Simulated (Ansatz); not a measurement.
A distorted cell of Zn (hcp, Mg type):

```
CELL_PARAMETERS angstrom
      5.29343     0.00000     0.00000
     -1.32336     2.29212     0.00000
      0.00000     0.00000     4.67807
ATOMIC_POSITIONS crystal
  Zn 0.14049 0.64049 0.75000
  Zn 0.69284 0.69284 0.75000
  Zn 0.30716 0.30716 0.25000
  Zn 0.85951 0.35951 0.25000
```

Calculation: r2SCAN (plane waves to 500 eV, PAW, scalar-relativistic; Ansatz, a quantum-chemistry and plane-wave program). k mesh 10×20×10 (Γ-centred), Fermi-Dirac smearing 0.05 eV. Stress and pressure are positive under compression. With partly filled bands, energies and forces of such displacements shift with the k mesh and the smearing. The PAW data are Ansatz's earlier set. Zn was relaxed with its symmetry unable to fall.

Q: Predict the force on every atom, in eV/Å.

A: 
| atom | Fx | Fy | Fz |
|---|---|---|---|
| Zn1 | 1.269 | 0.732 | 0.000 |
| Zn2 | -1.228 | -0.709 | 0.000 |
| Zn3 | 1.228 | 0.709 | 0.000 |
| Zn4 | -1.269 | -0.732 | 0.000 |

Q: Give the stress tensor in GPa and the pressure.

A: 
```
    4.8      1.0      0.0
    1.0      3.7      0.0
    0.0      0.0      1.4
```
The pressure, a third of the trace, is 3.3 GPa.

(For displaced atoms, the force is minus the slope of the energy, and its curvature is a force constant, which sets phonon frequencies.)
